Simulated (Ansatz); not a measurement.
Ag₃P₁₁:
```xyz
14
Lattice="6.4601 3.7640 0.0000 -6.4601 3.7640 0.0000 -3.1605 0.0000 5.6997" Properties=species:S:1:pos:R:3 pbc="T T T"
Ag    -2.7792     3.7640     0.1945
Ag    -1.3694     3.7640     4.5646
Ag     6.4218     3.7640     0.0196
P      3.8888     3.7640     0.2138
P     -0.2822     3.7640     0.2524
P     -7.6975     3.7640     4.1901
P     -1.4079     5.6765     3.0383
P     -1.4079     1.8514     3.0383
P      1.7939     4.8935     2.8965
P      1.7939     2.6344     2.8965
P     -3.0214     1.6900     1.5373
P     -3.0214     5.8379     1.5373
P      0.1964     5.5026     1.4910
P      0.1964     2.0253     1.4910
```

PBEsol (plane waves, PAW; program Ansatz) gives a gap of 0.65 eV without spin–orbit coupling, maximum at Γ, minimum off the standard path, at k = (-0.016, 0.349, 0.375).

What happens when spin–orbit coupling is switched on?

The gap hardly moves, to 0.65 eV; maximum at Γ, minimum off the standard path, at k = (-0.016, 0.349, 0.375).

Space group Cm. The first step of the workflow began from a Materials Project structure, measured or hypothetical; the Crystallography Open Database files this formula in space group No. 8, but the cells were not matched. Whether it is the stable phase at ambient conditions was not checked. The PBEsol relaxation kept the symmetry of its start; whether a distortion lowers the energy is not shown. The run is not spin-polarised.

Potentials: the later of the program's two PAW sets.
